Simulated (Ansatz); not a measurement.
**CdS with a Cd vacancy: gradients before and after relaxing the atoms**

Start: a supercell of CdS (wurtzite type, P6_3mc) built from an entry of the Crystallography Open Database (COD), with all atoms left at the host's positions.

Space group P3m1 (No. 156); a = 8.3000, c = 13.4740 Å, γ = 120.00°.

| site | Wyckoff | site symmetry | x | y | z |
| --- | --- | --- | --- | --- | --- |
| Cd1 | 1a | 3m. | 0.0000 | 0.0000 | 0.5000 |
| Cd2 | 3d | .m. | 0.0000 | 0.5000 | 0.0000 |
| Cd3 | 3d | .m. | 0.0000 | 0.5000 | 0.5000 |
| Cd8 | 3d | .m. | 0.1667 | 0.8333 | 0.2500 |
| Cd9 | 3d | .m. | 0.1667 | 0.8333 | 0.7500 |
| Cd14 | 1c | 3m. | 0.6667 | 0.3333 | 0.2500 |
| Cd15 | 1c | 3m. | 0.6667 | 0.3333 | 0.7500 |
| S16 | 1a | 3m. | 0.0000 | 0.0000 | 0.1875 |
| S17 | 1a | 3m. | 0.0000 | 0.0000 | 0.6875 |
| S18 | 3d | .m. | 0.0000 | 0.5000 | 0.1875 |
| S19 | 3d | .m. | 0.0000 | 0.5000 | 0.6875 |
| S24 | 3d | .m. | 0.1667 | 0.8333 | 0.4375 |
| S25 | 3d | .m. | 0.1667 | 0.8333 | 0.9375 |
| S30 | 1c | 3m. | 0.6667 | 0.3333 | 0.4375 |
| S31 | 1c | 3m. | 0.6667 | 0.3333 | 0.9375 |

One atom of each set is listed.

Method: Kohn–Sham DFT in Ansatz, PBE, plane waves and PAW, scalar-relativistic, 420 eV cutoff, Γ-centred 3×3×2 k-points, Fermi–Dirac smearing 0.01 eV, cell charge -2.

The largest force at the start is 0.90 eV/Å. Relaxing the ions at fixed cell moves them by 0.192 Å at most (atom 25, S) and 0.111 Å rms.

```
site  moved (Å)   first shell before    first shell after  V_zz before (10²¹ V/m²)  η before
 Cd2      0.174   4 S at 2.53–2.54 Å   4 S at 2.51–2.64 Å                     3.91      0.41
 Cd3      0.012   4 S at 2.53–2.54 Å   4 S at 2.54–2.56 Å                    -1.41      0.24
 Cd8      0.130   4 S at 2.53–2.54 Å   4 S at 2.48–2.61 Å                    -2.89      0.28
 Cd9      0.164   4 S at 2.53–2.54 Å   4 S at 2.47–2.59 Å                    -4.47      0.19
Cd14      0.106   4 S at 2.53–2.54 Å   4 S at 2.53–2.61 Å                     1.09      0.00
Cd15      0.069   4 S at 2.53–2.54 Å   4 S at 2.51–2.57 Å                    -1.77      0.00
 S16      0.154       3 Cd at 2.54 Å       3 Cd at 2.48 Å                    -8.01      0.00
 S17      0.008  4 Cd at 2.53–2.54 Å  4 Cd at 2.52–2.58 Å                     0.53      0.00
 S18      0.023  4 Cd at 2.53–2.54 Å  4 Cd at 2.53–2.64 Å                     1.18      0.24
 S25      0.192  3 Cd at 2.53–2.54 Å  3 Cd at 2.47–2.51 Å                   -10.61      0.28
```

Q: What are V_zz and η after the relaxation?

A: 

```
site  V_zz after  η after  change of V_zz
 Cd2       -8.38     0.82               –
 Cd3       -0.87     0.77           +0.54
 Cd8       -6.04     0.60           -3.15
 Cd9       -7.34     0.19           -2.87
Cd14        4.38     0.00           +3.29
Cd15       -3.25     0.00           -1.48
 S16       -6.64     0.00           +1.37
 S17        1.29     0.00           +0.76
 S18       -1.91     0.28               –
 S25       -5.76     0.26           +4.85
```

The largest change of V_zz along a kept axis is on S25, from -10.61 to -5.76. Where |V_zz| stays above 0.1 and the axes keep their order, η moves most on Cd3, from 0.24 to 0.77. On Cd2, S18 the largest principal value lies along another axis in the second run, so the two V_zz can't be compared directly. The table leaves out 5 of the 15 sites, with |V_zz| up to 2.68; their tensors move by 1.11 at most along any direction. The statements above cover all sites. The host's own positions weren't relaxed first, so part of the change far from the defect can be the host's relaxation.

The defect repeats with the cell of 31 atoms, so it feels its images: sites between two images don't show the values beside a lone defect, and zeros or small values of η there can come from the images' arrangement. Cd and S carry a gradient in the pure host already, so the values there aren't the defect's effect alone. A uniform background compensates the cell's charge. Without spin–orbit coupling (the program notes it for Cd) the gradients can shift somewhat, as the gap is small.
Before: With a gap of 0.3 eV on this mesh, small gradients can still move by 0.1 × 10²¹ V/m² or more as the k-mesh gets denser. The neighbours have not yet relaxed around the defect (largest force 0.90 eV/Å), so a real crystal will differ.
After: With a gap of 0.9 eV on this mesh, small gradients can still move by 0.1 × 10²¹ V/m² or more as the k-mesh gets denser.
